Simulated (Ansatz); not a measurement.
Relaxed-ion elastic tensor of WO3 in space group P6/mmm (No. 191; W on 3f, O on 6l, O on 3g) in GPa (Voigt order), PBEsol in the plane-wave PAW code Ansatz; density 6.43 g/cm³, 14.97 Å³ per atom.

```
 390  91.4  32.5   0.0   0.0   0.0
91.4   390  32.5   0.0   0.0   0.0
32.5  32.5   596   0.0   0.0   0.0
 0.0   0.0   0.0  60.5   0.0   0.0
 0.0   0.0   0.0   0.0  60.5   0.0
 0.0   0.0   0.0   0.0   0.0   149
```

### Question
Is the crystal mechanically stable?

### Answer
Yes: the smallest eigenvalue of C is 60.5 GPa.

### Question
Work out the Voigt, Reuss and Hill averages.

### Answer
K_V = 188, K_R = 185, K_H = 186; G_V = 135, G_R = 99.2, G_H = 117 GPa.

### Question
Give Young's modulus, Poisson's ratio, Pugh's ratio and the universal anisotropy index.

### Answer
E = 9KG/(3K + G) = 291 GPa; ν = 0.24; K/G = 1.59 (brittle by the Pugh limit of 1.75); A_U = 5G_V/G_R + K_V/K_R − 6 = 1.84.

### Question
Estimate the sound speeds and the Debye temperature.

### Answer
v_l = √((K + 4G/3)/ρ) = 7300 m/s, v_t = √(G/ρ) = 4270 m/s, mean 4740 m/s; Θ = (h/k)(3n/4πV)^(1/3) v_m = 572 K.

### Question
How much does each axis shrink under pressure?

### Answer
Linear compressibilities β_i = Σ_j S_ij (j = 1 to 3): x 2.0, y 2.0, z 1.5 per TPa.

The first step of the workflow began from a Materials Project structure, measured or hypothetical; the Crystallography Open Database files this formula in space group No. 191, but the cells were not matched. Its standing as an ambient phase is unchecked. The PBEsol relaxation kept the symmetry of its start; its stability against distortions is not shown here. No spin polarisation was allowed. No Hubbard U is applied. Spin–orbit coupling is left out wherever it is not named.

Potentials: the later of the program's two PAW sets.
